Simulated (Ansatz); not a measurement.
A geometry of Al₂O₃ away from equilibrium: the start of the relaxation of a generated trial cell of Al2O3 in the AFLOW prototype A3B2_hR5_155_e_c (D5_e, as in Ni3S2). All values below come from r2SCAN (plane waves to 500 eV, PAW, scalar-relativistic; Ansatz, a program for electronic structure). Γ-centred k-mesh 9×9×9 on the run's cell, Fermi–Dirac smearing 0.05 eV.

```xyz
5
Lattice="2.4616 1.4212 2.0365 -2.4616 1.4212 2.0365 0.0000 -2.8424 2.0365" Properties=species:S:1:pos:R:3:forces:R:3 pbc="T T T" free_energy=-2789.102 pressure_GPa=21.2
O     -1.2559     0.0000     3.0548   -3.3829    0.0000    0.0000
O      0.6280    -1.0876     3.0548    1.6914   -2.9297    0.0000
O      0.6280     1.0876     3.0548    1.6914    2.9297    0.0000
Al     0.0000     0.0000     1.5402    0.0000    0.0000    3.2317
Al     0.0000     0.0000     4.5693    0.0000    0.0000   -3.2317
```

Positions in Å, forces in eV/Å, free energy of the cell in eV (comparable only within this code, potentials and settings). Largest force: 3.38 eV/Å, on O1, O2, O3 (atoms numbered as listed); the geometry lies 0.79 eV/atom above the end of its relaxation.

No spin polarisation in the result.

The run could not lose the symmetry of its start; a randomly shaken copy of 10 atoms returns to this structure.

The end of the path is a generated cell of Al2O3: the first start was made by placing the elements on the sites of a structure type, and the end was not matched to a known phase here, so it may be hypothetical. Known forms of Al2O3 include space group No. 167.
